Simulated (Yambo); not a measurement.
A G0W0@PBE run in Yambo for a free-standing PtSe₂ monolayer (symmetry P-3m1, slab cell 15.6 Å high) (6×6×1 Γ-centred k mesh, bands 23 to 189 and a 8 Ry block in the screening, 189 bands in G with the Bruneval-Gonze terminator, plasmon pole fitted at 27.2 eV, slab-truncated Coulomb interaction, stochastic integration of W near q = 0) gives these matrix elements, in eV, at the band edges (Γ → (0, 0.167)):

```csv
state,E0,<Vxc>,<Σx>,<Σc(E0)>,Z
valence edge,0.000,-15.100,-16.647,1.065,0.741
conduction edge,1.725,-16.451,-13.393,-2.182,0.744
```

**Question.** Solve the linearised quasiparticle equation for both states, give the gap, and say how exchange and correlation each act on it.

**Answer.** E = E0 + Z(Σx + Σc − Vxc). Valence: 0.000 + 0.741 × (-16.647 + (1.065) − (-15.100)) = -0.36 eV. Conduction: 1.725 + 0.744 × (-13.393 + (-2.182) − (-16.451)) = 2.38 eV. The gap is 2.73 eV, against 1.73 eV in PBE. Replacing Vxc by bare exchange alone would open it by 4.60 eV; correlation takes back 3.25 eV of that, and Z scales what is left. Nearest settings tried, and what they do to the gap: 110 bands in G: -5 meV; 110 bands in W, 110 bands in G: -8 meV; 5 Ry block (267 vectors against 525): -70 meV. Not varied: mesh, cell height. So the settings aren't converged at that level. The mesh misses a band edge: along a dense path the PBE gap is 1.43 eV against 1.73 eV on the mesh. Spin-orbit coupling is left out, which matters for elements this heavy: edges can move by tenths of an eV.

Geometry relaxed with PBEsol; primitive cell a = b = 3.7027 Å, c = 15.6000 Å, α = β = 90.00°, γ = 120.00°.

The potentials are those of PseudoDojo's stringent table.
